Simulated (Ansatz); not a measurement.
## Cu$_{3}$Pt under pressure: fit and missing row

Cu$_{3}$Pt, Pm-3m, a = 3.684 Å. The structure is a COD entry; whether it is the stable form wasn't checked. Ansatz: r2SCAN, PAW, 500 eV, Γ-centred 12×12×12 mesh on 4 atoms, Gaussian smearing 0.10 eV; no spin polarisation. Cell and atoms are relaxed at each pressure, and no other structure is tried, so the rows at high pressure may lie past a change of phase.

| V (Å³/atom) | P (GPa) |
| --- | --- |
| ? | 60.00 |
| 11.120 | 30.00 |
| 11.692 | 15.05 |
| 12.028 | 8.03 |
| 12.307 | 3.02 |
| 12.496 | 0.00 |
| 12.703 | -3.00 |

Question: Take V0 = 12.496 Å³/atom, fit the third-order Birch–Murnaghan form to the other rows, and predict the missing volume.

Answer: With the Eulerian strain f = ½[(V0/V)^(2/3) − 1] and y = P/[3f(1 + 2f)^(5/2)], the form is the line y = B0 + 1.5 B0 (B0′ − 4) f. Rows (f, y): 0.04044, 203.6; 0.02267, 198.1; 0.01289, 194.9; 0.00511, 192.1; -0.00545, 188.6. Means f = 0.01513, y = 195.46; Σ(Δf)² = 0.001226, ΣΔfΔy = 0.4020; the slope is their ratio. y = 190.5 + 327.8 f GPa, so B0 = 190.5 GPa and B0′ = 4 + 2 × (327.8)/(3 × 190.5) = 5.15. P = 60.00 GPa is met at f = 0.06824 (y = 212.87), so V = V0 (1 + 2f)^(−3/2) = 10.314 Å³/atom. The run gave 10.306 Å³/atom, so the fit is 0.008 Å³/atom too high, 0.33 % of the span of the series, against an rms of 0.0005 Å³/atom on the fitted rows. The row lies outside the fitted range. The points of y bend away from a line: a fourth-order term fitted to them gives P = 60.02 GPa at this row's volume (the line 60.37, the run 60.00).

Spin–orbit coupling is left out, which can shift energies with elements as heavy as these.